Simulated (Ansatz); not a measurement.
NaF (rock salt, Fm-3m), LDA in the plane-wave PAW code Ansatz. The conduction-band minimum lies at Γ, with 1 equivalent valley. Second derivatives d²E/dk² of the lowest band at one valley (eV·Å²), along Cartesian directions:

```tsv
direction	d²E/dk²
[100]	13.86
[010]	13.86
[001]	13.86
[110]	13.86
[101]	13.86
[011]	13.86
```

### Question
Find the principal effective masses, the density-of-states mass and the conductivity mass.

### Answer
Off-diagonal terms follow from H_xy = H[110] − (H_xx + H_yy)/2, and m*/mₑ = 7.620 eV·Å² over each eigenvalue: 0.55, 0.55, 0.55. One valley's DOS mass (m₁m₂m₃)^(1/3) = 0.55, conductivity mass 3/(Σ 1/mᵢ) = 0.55 mₑ.

### Question
What effective density of states Nc follows at 300 K for parabolic valleys?

### Answer
Nc = 2.509e19 × 1 × (0.55)^(3/2) ≈ 1.0e19 cm⁻³.

### Question
With the computed static dielectric constant 4.64 (mean of the diagonal), estimate a hydrogenic donor's binding energy and radius.

### Answer
E = 13.606 eV × 0.55/4.64² ≈ 350 meV; a = 0.529 Å × ε/m* ≈ 4.5 Å. Semilocal masses tend to be too small when the gap is underestimated.

### Question
With ε∞ = 1.93 and ω_LO = 427 cm⁻¹, what Fröhlich coupling constant follows?

### Answer
α = (1/ε∞ − 1/ε0) √(m* × 13.606 eV/ħω_LO) = 3.6.

The cell was relaxed with LDA under the symmetry of its start.

Potentials: the earlier of the program's two PAW sets. The files were generated under PBE; for other functionals the program regenerates the frozen cores, and for LDA and PBEsol the local potential too.
